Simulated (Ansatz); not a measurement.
**Eigenvalues along a path: Gd₂CCl₂**

```yaml
crystal:
  lattice:
    - [3.57049, 0.00000, 0.00000]
    - [-1.78524, 3.09213, 0.00000]
    - [0.00000, 0.00000, 8.40682]
  atoms:
    - { symbol: Gd, position: [0.33333, 0.66667, 0.34031] }
    - { symbol: Gd, position: [0.66667, 0.33333, 0.65969] }
    - { symbol: C, position: [0.00000, 0.00000, 0.50000] }
    - { symbol: Cl, position: [0.33333, 0.66667, 0.86078] }
    - { symbol: Cl, position: [0.66667, 0.33333, 0.13922] }
```

The base volume is that of a database entry, with shape and atoms relaxed on PAW files at held volume, so it needn't be at zero pressure; the structure needn't be the stable phase, at rest or compressed.

All numbers are LDA results (scalar-relativistic) from Ansatz 0.2.0, with a Γ-centred 10×10×4 k mesh, Fermi–Dirac smearing of 0.05 eV, spin-polarised from start moments Gd1 7, Gd2 7 μB. Methods: LAPW: all electrons, basis error target 1 meV/atom.

This run: volume at 0.8 of the series' base cell.

The open f shell is treated without a Hubbard term, so these are results of the method, and the state needn't be the lowest. Spin–orbit coupling is left out, which matters for the heavy atoms.

Path points, in fractions of the reciprocal vectors: Γ (0.000, 0.000, 0.000), M (0.500, 0.000, 0.000), K (0.333, 0.333, 0.000), A (0.000, 0.000, 0.500), L (0.500, 0.000, 0.500), H (0.333, 0.333, 0.500). Levels in eV from the Fermi level, spin up; bands 30 to 72, counted from the lowest band of the run. The gap is zero, the pressure 9.10 GPa.

```
# k(1/Å) point b30 b31 b32 b33 b34 b35 b36 b37 b38 b39 b40 b41 b42 b43 b44 b45 b46 b47 b48 b49 b50 b51 b52 b53 b54 b55 b56 b57 b58 b59 b60 b61 b62 b63 b64 b65 b66 b67 b68 b69 b70 b71 b72
0.000 Γ -21.71 -21.05 -20.83 -20.83 -20.75 -20.75 -16.16 -15.28 -8.29 -5.35 -4.29 -3.86 -3.86 -3.63 -3.63 -3.36 -3.18 -3.11 -3.09 -3.09 -3.03 -3.03 -2.98 -2.98 -2.97 -2.96 -2.76 -2.66 -2.66 -0.66 -0.05 -0.05 2.41 2.41 2.63 3.53 4.56 4.56 4.60 4.73 4.73 6.66 7.36
0.169 - -21.68 -21.08 -20.86 -20.85 -20.81 -20.76 -16.11 -15.27 -8.23 -5.43 -4.28 -3.90 -3.89 -3.67 -3.63 -3.33 -3.17 -3.11 -3.11 -3.09 -3.06 -3.04 -3.00 -3.00 -2.98 -2.88 -2.71 -2.67 -2.67 -0.76 -0.31 -0.10 2.16 2.61 2.71 3.90 4.32 4.62 4.75 4.81 5.11 6.96 7.42
0.339 - -21.61 -21.20 -20.98 -20.90 -20.87 -20.77 -16.00 -15.26 -8.09 -5.56 -4.45 -3.95 -3.85 -3.80 -3.63 -3.29 -3.16 -3.15 -3.10 -3.08 -3.08 -3.03 -3.02 -3.01 -3.00 -2.81 -2.78 -2.72 -2.59 -0.99 -0.75 -0.18 1.65 3.01 3.12 4.06 4.40 4.73 5.16 5.21 6.07 6.81 7.94
0.508 - -21.53 -21.38 -21.17 -20.95 -20.88 -20.80 -15.85 -15.25 -7.95 -5.59 -4.80 -4.07 -4.05 -3.75 -3.63 -3.25 -3.16 -3.14 -3.09 -3.09 -3.05 -3.04 -3.04 -3.01 -3.00 -2.87 -2.81 -2.70 -2.66 -1.11 -1.01 -0.21 1.07 3.54 3.86 4.00 4.57 4.98 5.69 6.18 6.57 7.19 8.31
0.677 - -21.59 -21.47 -21.27 -21.01 -20.89 -20.83 -15.70 -15.27 -7.85 -5.58 -5.14 -4.36 -4.15 -3.68 -3.64 -3.23 -3.16 -3.12 -3.09 -3.07 -3.07 -3.05 -3.03 -3.02 -3.01 -2.95 -2.89 -2.71 -2.66 -1.14 -0.95 -0.20 0.51 3.86 4.32 4.69 4.96 5.47 6.24 6.50 6.98 7.69 8.30
0.847 - -21.73 -21.56 -21.21 -21.05 -20.91 -20.86 -15.58 -15.30 -7.77 -5.66 -5.42 -4.50 -4.22 -3.64 -3.61 -3.22 -3.14 -3.10 -3.10 -3.08 -3.07 -3.04 -3.03 -3.03 -3.02 -3.00 -2.96 -2.78 -2.66 -1.19 -0.67 -0.17 0.06 3.82 5.12 5.46 5.62 6.11 6.31 6.66 6.90 7.81 8.07
1.016 M -21.78 -21.60 -21.17 -21.06 -20.92 -20.86 -15.53 -15.33 -7.73 -5.71 -5.55 -4.52 -4.25 -3.65 -3.56 -3.21 -3.13 -3.12 -3.10 -3.07 -3.06 -3.05 -3.03 -3.02 -3.02 -3.01 -2.99 -2.80 -2.65 -1.21 -0.48 -0.17 -0.17 3.80 5.79 5.85 5.87 6.26 6.40 6.57 6.93 7.60 7.71
1.114 - -21.77 -21.59 -21.16 -21.08 -20.92 -20.88 -15.52 -15.33 -7.72 -5.71 -5.54 -4.49 -4.28 -3.68 -3.56 -3.20 -3.13 -3.12 -3.10 -3.07 -3.06 -3.04 -3.03 -3.03 -3.02 -3.00 -2.99 -2.81 -2.68 -1.21 -0.49 -0.48 0.20 3.88 5.44 5.68 5.88 6.23 6.57 6.67 7.16 7.51 7.74
1.212 - -21.74 -21.57 -21.15 -21.14 -20.93 -20.91 -15.50 -15.32 -7.71 -5.70 -5.49 -4.42 -4.37 -3.76 -3.55 -3.18 -3.13 -3.11 -3.10 -3.08 -3.06 -3.04 -3.03 -3.03 -3.02 -2.99 -2.98 -2.84 -2.74 -1.21 -0.72 -0.51 0.63 4.09 4.90 5.30 5.97 6.07 6.67 6.86 7.47 7.64 7.86
1.309 - -21.70 -21.55 -21.23 -21.13 -20.99 -20.92 -15.47 -15.32 -7.70 -5.67 -5.42 -4.54 -4.36 -3.83 -3.54 -3.16 -3.13 -3.09 -3.09 -3.08 -3.05 -3.04 -3.03 -3.03 -3.03 -2.97 -2.97 -2.88 -2.81 -1.22 -0.90 -0.54 1.14 4.36 4.39 4.85 5.92 6.00 6.76 6.87 7.67 8.10 8.14
1.407 - -21.64 -21.52 -21.32 -21.13 -21.03 -20.93 -15.44 -15.33 -7.69 -5.59 -5.34 -4.76 -4.39 -3.79 -3.54 -3.15 -3.14 -3.08 -3.08 -3.06 -3.05 -3.04 -3.04 -3.03 -3.03 -2.96 -2.95 -2.90 -2.87 -1.24 -1.03 -0.57 1.72 3.86 4.36 4.73 5.76 5.97 6.65 7.02 8.19 8.24 8.43
1.505 - -21.57 -21.50 -21.41 -21.16 -21.02 -20.95 -15.40 -15.34 -7.69 -5.46 -5.26 -5.01 -4.46 -3.70 -3.57 -3.14 -3.14 -3.08 -3.07 -3.05 -3.04 -3.04 -3.04 -3.02 -3.02 -2.97 -2.96 -2.90 -2.89 -1.23 -1.13 -0.59 2.35 3.45 3.89 5.04 5.63 5.91 6.41 7.42 8.09 8.60 8.85
1.603 K -21.50 -21.50 -21.47 -21.18 -20.98 -20.98 -15.37 -15.37 -7.69 -5.34 -5.21 -5.21 -4.50 -3.62 -3.62 -3.14 -3.14 -3.07 -3.06 -3.06 -3.05 -3.04 -3.04 -3.00 -3.00 -2.99 -2.99 -2.89 -2.89 -1.20 -1.20 -0.59 2.75 3.42 3.42 5.21 5.71 5.71 6.32 7.82 7.82 8.64 9.35
1.798 - -21.57 -21.54 -21.33 -21.12 -21.07 -20.91 -15.46 -15.31 -7.70 -5.58 -5.17 -4.90 -4.37 -3.80 -3.56 -3.16 -3.13 -3.09 -3.08 -3.06 -3.04 -3.04 -3.04 -3.02 -3.02 -2.96 -2.93 -2.90 -2.88 -1.25 -1.03 -0.61 2.39 2.65 4.87 4.99 5.09 6.35 6.52 7.16 7.87 8.57 8.86
1.994 - -21.54 -21.52 -21.26 -21.10 -21.00 -20.87 -15.60 -15.27 -7.77 -5.57 -5.06 -4.69 -4.12 -3.92 -3.58 -3.20 -3.11 -3.11 -3.10 -3.10 -3.06 -3.04 -3.03 -3.02 -3.00 -2.97 -2.88 -2.83 -2.75 -1.22 -0.88 -0.76 2.18 2.24 4.48 4.75 5.64 6.01 6.69 7.05 7.52 8.01 8.09
2.189 - -21.50 -21.41 -21.26 -20.99 -20.90 -20.85 -15.77 -15.25 -7.89 -5.54 -4.83 -4.50 -3.91 -3.84 -3.61 -3.23 -3.14 -3.13 -3.11 -3.07 -3.07 -3.04 -3.03 -3.00 -3.00 -2.91 -2.83 -2.75 -2.59 -1.10 -1.08 -0.59 1.96 2.31 4.15 4.60 4.78 5.18 5.82 6.94 7.20 7.53 7.75
2.385 - -21.59 -21.23 -21.06 -20.89 -20.87 -20.80 -15.95 -15.25 -8.04 -5.57 -4.51 -4.13 -3.84 -3.75 -3.64 -3.27 -3.16 -3.13 -3.12 -3.09 -3.04 -3.03 -3.03 -3.01 -2.99 -2.83 -2.79 -2.75 -2.54 -1.05 -0.83 -0.35 1.95 2.40 3.66 4.15 4.46 4.69 5.07 5.76 6.33 7.33 7.35
2.580 - -21.67 -21.09 -20.87 -20.86 -20.82 -20.76 -16.10 -15.27 -8.21 -5.45 -4.29 -3.90 -3.90 -3.67 -3.63 -3.33 -3.17 -3.11 -3.11 -3.10 -3.06 -3.04 -3.00 -3.00 -2.98 -2.87 -2.72 -2.69 -2.64 -0.79 -0.37 -0.13 2.16 2.50 2.85 4.00 4.27 4.68 4.68 4.91 5.22 7.04 7.38
2.776 Γ -21.71 -21.05 -20.83 -20.83 -20.75 -20.75 -16.16 -15.28 -8.29 -5.35 -4.29 -3.86 -3.86 -3.63 -3.63 -3.36 -3.18 -3.11 -3.09 -3.09 -3.03 -3.03 -2.98 -2.98 -2.97 -2.96 -2.76 -2.66 -2.66 -0.66 -0.05 -0.05 2.41 2.41 2.63 3.53 4.56 4.56 4.60 4.73 4.73 6.66 7.36
2.838 - -21.70 -21.05 -20.83 -20.83 -20.75 -20.75 -16.15 -15.29 -8.28 -5.39 -4.24 -3.86 -3.86 -3.63 -3.63 -3.36 -3.18 -3.11 -3.09 -3.09 -3.04 -3.04 -2.99 -2.99 -2.97 -2.96 -2.74 -2.64 -2.64 -0.70 -0.06 -0.06 2.42 2.42 2.59 3.58 4.54 4.54 4.64 4.75 4.75 6.63 7.32
2.900 - -21.70 -21.06 -20.83 -20.83 -20.75 -20.75 -16.13 -15.31 -8.26 -5.51 -4.13 -3.86 -3.86 -3.63 -3.63 -3.36 -3.18 -3.11 -3.09 -3.09 -3.06 -3.06 -2.99 -2.99 -2.97 -2.96 -2.68 -2.61 -2.61 -0.79 -0.08 -0.08 2.43 2.43 2.50 3.71 4.50 4.50 4.76 4.78 4.78 6.55 7.19
2.963 - -21.70 -21.06 -20.83 -20.83 -20.75 -20.75 -16.10 -15.34 -8.23 -5.64 -3.99 -3.86 -3.86 -3.64 -3.64 -3.37 -3.18 -3.11 -3.09 -3.09 -3.07 -3.07 -2.99 -2.99 -2.97 -2.96 -2.59 -2.57 -2.57 -0.94 -0.11 -0.11 2.40 2.46 2.46 3.85 4.48 4.48 4.79 4.79 4.94 6.44 6.99
3.025 - -21.69 -21.07 -20.83 -20.83 -20.75 -20.75 -16.08 -15.37 -8.20 -5.75 -3.88 -3.86 -3.86 -3.64 -3.64 -3.38 -3.18 -3.11 -3.10 -3.10 -3.08 -3.08 -2.99 -2.99 -2.97 -2.96 -2.54 -2.54 -2.48 -1.12 -0.14 -0.14 2.32 2.48 2.48 3.98 4.49 4.49 4.76 4.76 5.18 6.33 6.74
3.087 - -21.69 -21.07 -20.83 -20.83 -20.75 -20.75 -16.05 -15.39 -8.17 -5.83 -3.86 -3.86 -3.81 -3.64 -3.64 -3.38 -3.18 -3.11 -3.11 -3.10 -3.09 -3.09 -2.99 -2.99 -2.97 -2.96 -2.51 -2.51 -2.36 -1.27 -0.16 -0.16 2.27 2.49 2.49 4.06 4.52 4.52 4.72 4.72 5.41 6.27 6.49
3.149 A -21.69 -21.08 -20.83 -20.83 -20.75 -20.75 -16.04 -15.40 -8.16 -5.86 -3.86 -3.86 -3.78 -3.64 -3.64 -3.39 -3.18 -3.11 -3.11 -3.10 -3.09 -3.09 -2.99 -2.99 -2.97 -2.96 -2.51 -2.51 -2.31 -1.33 -0.17 -0.17 2.26 2.50 2.50 4.09 4.54 4.54 4.69 4.69 5.52 6.30 6.31
3.319 - -21.67 -21.10 -20.86 -20.85 -20.81 -20.76 -16.02 -15.37 -8.14 -5.79 -3.94 -3.89 -3.81 -3.76 -3.64 -3.34 -3.18 -3.14 -3.13 -3.10 -3.08 -3.07 -3.00 -3.00 -2.98 -2.93 -2.60 -2.51 -2.40 -1.23 -0.29 -0.22 2.14 2.51 2.65 4.23 4.44 4.48 4.65 4.85 5.93 6.52 6.81
3.488 - -21.60 -21.21 -20.98 -20.90 -20.88 -20.77 -15.94 -15.31 -8.07 -5.65 -4.23 -3.98 -3.95 -3.81 -3.64 -3.28 -3.17 -3.17 -3.12 -3.09 -3.08 -3.05 -3.02 -3.01 -3.00 -2.88 -2.76 -2.63 -2.54 -1.04 -0.52 -0.28 1.53 2.89 3.08 3.96 4.41 4.92 5.19 5.29 6.27 7.11 7.69
3.657 - -21.52 -21.38 -21.17 -20.95 -20.89 -20.80 -15.84 -15.26 -7.97 -5.54 -4.72 -4.16 -4.03 -3.73 -3.65 -3.25 -3.17 -3.15 -3.09 -3.08 -3.07 -3.04 -3.03 -3.02 -3.01 -2.88 -2.85 -2.81 -2.61 -0.94 -0.77 -0.26 0.91 3.27 3.74 3.87 4.76 5.32 5.81 5.94 6.59 7.37 7.98
3.827 - -21.60 -21.47 -21.26 -21.01 -20.89 -20.83 -15.72 -15.24 -7.87 -5.53 -5.25 -4.22 -4.12 -3.66 -3.64 -3.23 -3.16 -3.12 -3.09 -3.07 -3.06 -3.05 -3.03 -3.02 -2.99 -2.93 -2.89 -2.86 -2.73 -1.15 -0.79 -0.17 0.48 3.69 3.83 4.56 5.43 5.77 6.23 6.35 7.10 7.40 8.22
3.996 - -21.73 -21.56 -21.20 -21.05 -20.91 -20.86 -15.62 -15.26 -7.78 -5.82 -5.39 -4.18 -4.18 -3.67 -3.62 -3.21 -3.13 -3.10 -3.10 -3.07 -3.05 -3.05 -3.03 -3.03 -3.01 -2.95 -2.90 -2.84 -2.81 -1.50 -0.68 -0.08 0.28 3.53 4.65 5.36 6.03 6.19 6.65 6.66 6.73 7.57 8.48
4.165 L -21.78 -21.60 -21.16 -21.06 -20.93 -20.86 -15.58 -15.28 -7.74 -5.99 -5.40 -4.20 -4.14 -3.67 -3.64 -3.20 -3.12 -3.11 -3.10 -3.06 -3.04 -3.04 -3.03 -3.02 -2.99 -2.99 -2.97 -2.82 -2.78 -1.67 -0.61 -0.04 0.22 3.48 5.48 5.83 5.86 5.92 6.69 6.90 6.95 7.59 8.58
4.263 - -21.77 -21.59 -21.16 -21.08 -20.92 -20.88 -15.57 -15.28 -7.73 -5.96 -5.39 -4.27 -4.19 -3.66 -3.63 -3.19 -3.12 -3.11 -3.10 -3.06 -3.04 -3.04 -3.03 -3.02 -3.01 -2.98 -2.97 -2.83 -2.74 -1.65 -0.61 -0.32 0.55 3.54 5.15 5.53 6.05 6.21 6.64 6.64 7.18 7.79 8.29
4.361 - -21.74 -21.58 -21.14 -21.14 -20.93 -20.91 -15.54 -15.29 -7.71 -5.88 -5.35 -4.44 -4.29 -3.64 -3.62 -3.16 -3.12 -3.11 -3.10 -3.06 -3.04 -3.04 -3.03 -3.03 -3.02 -2.98 -2.94 -2.86 -2.69 -1.60 -0.64 -0.61 1.02 3.72 4.72 5.22 5.94 6.26 6.43 6.75 7.73 8.05 8.07
4.459 - -21.70 -21.55 -21.23 -21.12 -20.99 -20.92 -15.51 -15.29 -7.69 -5.76 -5.30 -4.65 -4.37 -3.65 -3.63 -3.14 -3.12 -3.11 -3.09 -3.07 -3.04 -3.04 -3.03 -3.03 -3.02 -2.98 -2.94 -2.86 -2.69 -1.51 -0.87 -0.61 1.54 3.93 4.32 4.97 5.58 6.12 6.16 7.20 7.94 8.12 8.44
4.556 - -21.64 -21.52 -21.32 -21.12 -21.03 -20.93 -15.46 -15.31 -7.68 -5.61 -5.24 -4.87 -4.42 -3.69 -3.66 -3.13 -3.12 -3.09 -3.09 -3.06 -3.04 -3.04 -3.03 -3.03 -3.02 -2.98 -2.97 -2.85 -2.75 -1.41 -1.01 -0.61 2.13 3.97 4.11 4.67 5.22 5.83 6.29 7.46 7.93 7.99 9.16
4.654 - -21.57 -21.50 -21.41 -21.16 -21.01 -20.95 -15.42 -15.33 -7.67 -5.47 -5.19 -5.06 -4.44 -3.73 -3.69 -3.12 -3.12 -3.08 -3.08 -3.06 -3.05 -3.03 -3.03 -3.02 -3.01 -3.00 -2.98 -2.85 -2.82 -1.30 -1.10 -0.60 2.76 3.68 4.11 4.40 5.05 5.49 6.66 7.56 7.72 7.89 9.63
4.752 H -21.51 -21.51 -21.47 -21.18 -20.98 -20.98 -15.37 -15.37 -7.67 -5.40 -5.15 -5.15 -4.45 -3.72 -3.72 -3.12 -3.12 -3.08 -3.08 -3.06 -3.05 -3.03 -3.03 -3.02 -3.01 -3.01 -2.98 -2.85 -2.85 -1.19 -1.19 -0.60 3.18 3.69 3.69 4.41 5.18 5.18 6.90 7.59 7.59 7.80 9.93
4.948 - -21.57 -21.55 -21.33 -21.12 -21.07 -20.91 -15.48 -15.29 -7.68 -5.53 -5.22 -4.97 -4.35 -3.78 -3.60 -3.14 -3.11 -3.10 -3.07 -3.06 -3.05 -3.04 -3.03 -3.02 -3.01 -2.99 -2.94 -2.84 -2.79 -1.38 -1.01 -0.64 2.76 2.79 4.45 4.65 5.15 6.05 6.51 7.06 7.68 8.00 9.56
5.143 - -21.55 -21.53 -21.25 -21.09 -21.00 -20.87 -15.63 -15.24 -7.76 -5.59 -5.16 -4.70 -4.10 -3.84 -3.53 -3.19 -3.12 -3.10 -3.10 -3.08 -3.05 -3.03 -3.02 -3.02 -3.00 -2.99 -2.85 -2.82 -2.81 -1.31 -0.80 -0.74 2.07 2.34 4.39 4.65 5.87 6.13 6.31 6.54 7.06 7.82 8.43
5.339 - -21.49 -21.42 -21.25 -20.99 -20.90 -20.85 -15.78 -15.24 -7.90 -5.57 -4.79 -4.42 -3.90 -3.89 -3.58 -3.23 -3.14 -3.12 -3.12 -3.07 -3.06 -3.04 -3.02 -3.01 -2.97 -2.95 -2.93 -2.78 -2.69 -0.94 -0.85 -0.59 1.70 2.12 4.18 4.78 5.08 5.34 5.56 6.46 6.75 7.00 8.47
5.534 - -21.57 -21.25 -21.06 -20.89 -20.88 -20.80 -15.91 -15.29 -8.04 -5.61 -4.29 -4.15 -3.88 -3.81 -3.66 -3.27 -3.17 -3.14 -3.14 -3.08 -3.07 -3.05 -3.03 -3.01 -2.99 -2.90 -2.74 -2.73 -2.56 -0.99 -0.58 -0.41 1.81 2.16 3.69 4.18 4.42 4.95 5.13 5.66 6.40 7.10 7.71
5.730 - -21.66 -21.11 -20.87 -20.86 -20.82 -20.76 -16.01 -15.37 -8.13 -5.77 -3.96 -3.91 -3.81 -3.78 -3.64 -3.33 -3.18 -3.14 -3.13 -3.10 -3.08 -3.07 -3.00 -3.00 -2.98 -2.92 -2.62 -2.52 -2.43 -1.20 -0.32 -0.24 2.21 2.29 2.82 4.21 4.38 4.54 4.78 4.83 6.00 6.62 6.93
5.925 A -21.69 -21.08 -20.83 -20.83 -20.75 -20.75 -16.04 -15.40 -8.16 -5.86 -3.86 -3.86 -3.78 -3.64 -3.64 -3.39 -3.18 -3.11 -3.11 -3.10 -3.09 -3.09 -2.99 -2.99 -2.97 -2.96 -2.51 -2.51 -2.31 -1.33 -0.17 -0.17 2.26 2.50 2.50 4.09 4.54 4.54 4.69 4.69 5.52 6.30 6.31
```
